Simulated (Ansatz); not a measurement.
The start is a relaxed NaF cell with every coordinate shifted by Gaussian noise of σ = 0.1 Å. The cell and all atomic positions are relaxed at zero pressure with PBEsol (plane waves to 420 eV, PAW, scalar-relativistic; Ansatz, a first-principles code). The first steps use a coarse 9×9×9 k-mesh.

The start:
```
CELL_PARAMETERS angstrom
      0.00000     2.31472     2.31472
      2.31472     0.00000     2.31472
      2.31472     2.31472     0.00000
ATOMIC_POSITIONS crystal
  F  0.96907 0.00083 0.99738
  Na 0.47332 0.49680 0.48327
```

By how much does the energy per atom fall from start to end?

1 meV/atom.

Does it find its way back to the structure it was made from?

It relaxes back to the parent, Fm-3m (No. 225).

How do the shortest distances between atoms change?

The closest pairs of elements (up to four, under 3.6 Å), start → end: F–Na 2.27 → 2.31 Å; F–F 3.27 → 3.27 Å; Na–Na 3.27 → 3.27 Å.

Is the relaxed structure metallic? Give its gap.

6.20 eV, direct at Γ (no spin-orbit coupling).

It ends as:

Space group Fm-3m (No. 225); a = 4.6291 Å, b = 4.6291 Å, c = 4.6291 Å, α = 90.00°, β = 90.00°, γ = 90.00°

```tsv
atom	site	symmetry	x	y	z
F	4b	m-3m	0.5000	0.5000	0.5000
Na	4a	m-3m	0.0000	0.0000	0.0000
```
(The calculation used a cell of 2 atoms; values per cell refer to that cell.)

Final values are on a 12×12×12 k-mesh of the relaxed cell. No spin polarisation in the result.
